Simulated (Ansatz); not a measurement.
SrTe (rock salt, Fm-3m) under volume change, LDA (plane waves, PAW; program Ansatz), scaled uniformly.

| V (Å³/atom) | E − E(relaxed) (meV/atom) | P (GPa) |
|---|---|---|
| 31.611 | ? | ? |
| 32.654 | 17.2 | 2.78 |
| 33.696 | 4.1 | 1.28 |
| 34.738 | 0.0 | 0.01 |
| 35.780 | ? | ? |
| 36.822 | 13.8 | -2.02 |
| 37.864 | 29.6 | -2.81 |

Q: What belongs in the gaps?

A: 
- 31.611, E − E(relaxed) (meV/atom): 40.8
- 31.611, P (GPa): 4.54
- 35.780, E − E(relaxed) (meV/atom): 3.6
- 35.780, P (GPa): -1.09

Q: What does a third-order Birch–Murnaghan fit give for V₀, B₀ and B′?

A: V₀ = 34.74 Å³/atom, B₀ = 39.3 GPa, B′ = 4.3.

The cell was relaxed with LDA under the symmetry of its start. Scalar-relativistic: spin–orbit coupling is off unless named, which matters more the heavier the elements.

Potentials: the later of the program's two PAW sets.
